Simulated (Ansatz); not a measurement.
The cell below belongs to a search over invented structures; it isn't taken from experiment.

Input and command of a plane-wave DFT calculation in Ansatz:

```yaml
crystal:
  lattice:
    - [3.09161894, 0.0, 0.0]
    - [-1.54580947, 2.67742054, 0.0]
    - [0.0, 0.0, 6.86470822]
  atoms:
    - { symbol: Li, position: [0.0, 0.0, 0.5] }
    - { symbol: Ni, position: [0.0, 0.0, 0.0], spin: 2.0 }
    - { symbol: F, position: [0.66666667, 0.33333333, 0.23369201] }
    - { symbol: F, position: [0.33333333, 0.66666667, 0.76630799] }
    - { symbol: F, position: [0.33333333, 0.66666667, 0.23369201] }
    - { symbol: F, position: [0.66666667, 0.33333333, 0.76630799] }
basis:
  ecutwfc: 420
kpoints:
  mp_grid: { grid: [6, 6, 4] }
hamiltonian:
  xc: pbe
scf:
  occupations: { method: gaussian, width: 0.1 }
  lower_state_search: "off"
output:
  forces: true
  stress: true
  eigenvalues: true
  populations: true
magnetization:
  spin_polarized: true
relax:
  adjacent_minimum: "off"
  f_tol: 0.04
  max_steps: 70
  cell: { stress_tol: 0.4 }
```

```bash
ansatz run input.yaml --threads 1 --pin off --max-ram 2560MiB --backend cpu --events-out ev --progress --plain --runs-dir out
```

Processor: Arm Neoverse N1, 1 thread, on a host shared with other jobs.

**Question.** How long does it run, and how much memory does it take?

**Answer.** About 4.7 min, peak memory 0.47 GiB. It solves 32 bands at 21 k points (after reduction by symmetry) with about 1255 plane waves (on the last cell), in 238 SCF iterations over 15 ionic steps.
